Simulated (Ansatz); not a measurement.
ZnO:
```
ZnO
1.0
    3.27180     0.00000     0.00000
   -1.63590     2.83346     0.00000
    0.00000     0.00000    10.62974
Zn O
4 4
Direct
  0.00000   0.00000   0.00072
  0.00000   0.00000   0.50072
  0.66667   0.33333   0.75051
  0.33333   0.66667   0.25051
  0.00000   0.00000   0.81208
  0.00000   0.00000   0.31208
  0.66667   0.33333   0.56232
  0.33333   0.66667   0.06232
```

Relaxed with PBE.

Question: Map the electron localisation function on the plane through (0.000, 0.000, 0.001) spanned by u = [0, 0, 1] and v = [1, -1, 0] in lattice vectors, from PBE (plane waves, PAW; program Ansatz).

Answer: x is the fraction of u, y of v (the angle between them is 90°; rows are the nearest grid lines); atoms in the plane: Zn at (0.00, 0.00), Zn at (0.50, 0.00), Zn at (0.75, 0.67), Zn at (0.25, 0.33), O at (0.81, 0.00), O at (0.31, 0.00), O at (0.56, 0.67), O at (0.06, 0.33).
```
|0002100037983499410000210003798349941000|
|0002100027995699310000210002799669931000|
|0012100026999998311001110002699999931100|
|2111000013578875211112232101125787521222|
|1111000001356642111135764111112244311121|
|1110000001122221001289996211111111100111|
|0000000000011000002599998311000111100000|
|0000000000000000003784499410000021100000|
|0000000000000000003784599410000021100000|
|0000000000000000002698899310000121100000|
|1111100001100000001599998311000111000001|
|2333311111111000001389986212211111000012|
|6899862122111110000133331111111100000136|
|8999983110001110000011110000110000000158|
|9988993100001211000000000000000000000269|
|9845994100000211000000000000000000000379|
|9844994100000211000000000000000000000379|
|8999983110001111000000000000001100000258|
|5899962111111111001111000000112222100125|
|2357641111122443111211100000135664211112|
|1122321011257875212211100001357887521111|
|0011100026999999311001210002699999831100|
|0002100027996699310000210002799569931000|
|0002100037983499410000210003798349941000|
```
Scale: ten equal steps from 0.000 (start of '0') to 0.829 (end of '9'), in the order '0123456789'; x runs from 0.000 to 1.00, y from 0.000 (bottom) to 1.00 (top).

The density is the valence pseudo-density with augmentation charge, so density and ELF within about 1 Å of a nucleus are not all-electron values.

Space group P6_3mc. A made-up cell: these elements were put on the sites of a structure type. Its sites differ from those of the usual phase in this space group: another stacking or structure type. The PBE relaxation kept the symmetry of its start; whether a distortion lowers the energy is not shown.

Potentials: the later of the program's two PAW sets.
